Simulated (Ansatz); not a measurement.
A geometry of P away from equilibrium: the start of the relaxation of a relaxed P cell displaced along its unstable phonon at q = (½, 0, 0) of its primitive reciprocal cell (134i cm⁻¹), largest move 0.15 Å. Calculation: r2SCAN (plane waves to 500 eV, PAW, scalar-relativistic; Ansatz, a first-principles code). Γ-centred k-mesh 11×11×10 on the run's cell (coarser than for final values), Fermi–Dirac smearing 0.05 eV.

```xyz
4
Lattice="6.5984 0.0000 0.0000 -1.6496 2.8572 0.0000 0.0000 0.0000 3.2009" Properties=species:S:1:pos:R:3:forces:R:3 pbc="T T T" free_energy=-3034.637 pressure_GPa=3.1
P      0.0000     1.9048     0.9502   -0.1831   -0.1057   -0.1664
P      3.2992     1.9048     0.6502   -0.1831   -0.1057    0.1664
P      1.6496     0.9524     2.2507    0.1831    0.1057    0.1664
P      4.9488     0.9524     2.5507    0.1831    0.1057   -0.1664
```

Positions in Å, forces in eV/Å, free energy of the cell in eV (comparable only within this code, potentials and settings). Largest force: 0.27 eV/Å, on P1, P2, P3, P4 (atoms numbered as listed); the geometry lies 0.14 eV/atom above the end of its relaxation.

No spin polarisation in the result. Without a van der Waals term the distances between weakly bound units are poorly fixed.

The run could not lose the symmetry of its start: the end is stationary, and may be a saddle point rather than a minimum.

The end of the path is a generated cell of P: the first start was made by placing the elements on the sites of a structure type, and the end was not matched to a known phase here, so it may be hypothetical. Known forms of P include space group No. 64.
